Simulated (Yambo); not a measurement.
**Optical response of LuIO**

```xyz
6
Lattice="3.8436 0.0000 0.0000 0.0000 3.8436 0.0000 0.0000 0.0000 9.0845" Properties=species:S:1:pos:R:3 pbc="T T T"
O      0.0000     0.0000     4.5423
O      1.9218     1.9218     4.5423
I      1.9218     0.0000     1.5873
I      0.0000     1.9218     7.4973
Lu     0.0000     1.9218     3.4675
Lu     1.9218     0.0000     5.6170
```

Yambo, RPA with local fields on PBEsol bands; 4×4×2 mesh, 118 bands, 3 Ry local-field block, 0.2 eV broadening; field along z.

```tsv
E (eV)	Im ε	Re ε	Im ε, independent particles
0.0	0.00	4.38	0.00
0.4	0.01	4.39	0.01
0.8	0.02	4.42	0.03
1.1	0.03	4.47	0.04
1.5	0.04	4.54	0.06
1.9	0.06	4.64	0.08
2.2	0.08	4.77	0.11
2.6	0.11	4.94	0.14
3.0	0.16	5.19	0.20
3.4	0.24	5.53	0.29
3.8	0.50	6.09	0.56
4.1	1.38	6.31	1.38
4.5	1.45	6.51	1.67
4.9	2.57	6.23	3.05
5.2	2.22	6.66	3.06
5.6	4.28	7.73	7.09
6.0	6.39	5.14	9.56
6.4	5.69	4.61	9.68
6.8	6.16	3.83	9.45
7.1	5.02	2.52	8.39
7.5	5.34	2.75	7.81
7.9	5.13	2.05	6.70
8.2	5.46	2.24	7.55
8.6	5.74	1.37	6.84
9.0	6.04	-0.24	4.90
9.4	4.70	-0.64	4.40
9.8	3.92	-0.74	3.60
10.1	3.51	-0.75	4.13
10.5	3.07	-1.01	3.90
10.9	2.80	-0.47	3.55
11.2	3.13	-1.01	2.97
11.6	1.98	-1.24	2.04
12.0	1.45	-1.03	1.52
12.4	1.08	-0.47	1.35
12.8	1.33	-0.24	1.37
13.1	1.20	-0.09	1.36
13.5	1.17	-0.08	1.17
13.9	1.08	-0.11	0.96
14.2	1.12	0.22	1.00
14.6	1.37	0.06	0.96
15.0	1.11	-0.16	0.90
15.4	0.92	-0.06	0.80
15.8	0.87	-0.02	0.65
16.1	0.71	0.04	0.61
16.5	0.60	0.22	0.64
16.9	0.67	0.35	0.77
17.2	0.75	0.23	0.73
17.6	0.67	0.44	0.75
18.0	0.78	0.11	0.58
18.4	0.57	0.25	0.55
18.8	0.50	0.33	0.49
19.1	0.50	0.39	0.56
19.5	0.46	0.40	0.46
19.9	0.46	0.50	0.53
```

Structure narrower than a few tenths of an eV can come from the finite k mesh. Convergence of the RPA response with its 4×4×2 mesh was not tested. No excitonic effects at this level.

Without spin-orbit coupling, band edges of such heavy elements can be off by tenths of an eV. The 4f states are in the valence at their DFT position.

Geometry relaxed with PBE+D3(BJ).
